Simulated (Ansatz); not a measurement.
RbP₂Ru₂ in space group I4/mmm (No. 139; Rb on 2a, P on 4e, Ru on 4d), PBE in the plane-wave PAW code Ansatz, all energies at zero smearing, with the estimated change up to a 700 eV cutoff added, with one set of potentials and settings (totals compare only within such a set). Cell of 5 atoms (1 Rb, 2 P, 2 Ru): -16539.251 eV.

```json
[
 {"element": "Rb", "reference phase": "Cmcm, 2 atoms in the cell", "E (eV/atom)": "-3267.3525"},
 {"element": "P", "reference phase": "Cmce, 4 atoms in the cell", "E (eV/atom)": "-755.6743"},
 {"element": "Ru", "reference phase": "P6_3/mmc, 2 atoms in the cell", "E (eV/atom)": "-5878.6876"}
]
```

Formation energy per atom, worked out: (-16539.251 − 1×(-3267.3525) − 2×(-755.6743) − 2×(-5878.6876))/5 = -0.635 eV/atom (-61 kJ per mol of atoms), at 0 K, without zero-point energy or fitted corrections.

The workflow started from a Materials Project entry (that database holds measured and hypothetical structures alike); the Crystallography Open Database copy checked does not list it. Whether it is the stable phase at ambient conditions was not checked. The cell was relaxed with PBE under the symmetry of its start; whether a distortion lowers the energy is not shown. The run is not spin-polarised. The references are the lowest solids computed at this level, not always the standard phases.

Potentials: the later of the program's two PAW sets.
